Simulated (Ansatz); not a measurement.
## Li: energy along a strain

Li, Fm-3m, a = 4.404 Å (as given, not relaxed at this level: -0.7 GPa). This isn't the element's structure at ambient conditions. Ansatz: PBEsol, PAW, 420 eV, Γ-centred 18×18×18 mesh on 1 atom, Gaussian smearing 0.15 eV; no spin polarisation. Cell vectors (Å): 0.000 2.202 2.202; 2.202 0.000 2.202; 2.202 2.202 0.000. The cell is strained by x per cent times the pattern (0 0 1 0 0 0) in the order xx yy zz yz xz xy (engineering shears), with fractional coordinates held. y is the free energy over the start, V0 = 21.354 Å³/atom.

```
x (%) y (meV/atom)
-6.00         -1.90
-4.50         -2.11
-3.00         -1.88
-1.50         -1.18
 0.00          0.00
 1.50          1.63
 3.00          3.66
 4.50          6.09
 5.25          7.46
 6.00             ?
```

Fit y = c1 x + c2 x² + c3 x³ to the other rows, get the stiffness along the pattern, and predict the missing energy.

Least squares on the rows shown. y = 0.9292 x + 0.09784 x² − 0.0007636 x³. The clamped-ion stiffness p·C·p = 2 × 0.9784 eV × 160.2 / 21.354 Å³ = 14.7 GPa, which is C33 in these axes (C11 of the cubic crystal) (second derivative at the start, which stands under stress). At x = 6.00 the fit asked for gives 8.93 meV/atom. The run gave 8.93 meV/atom, the same to the digits shown.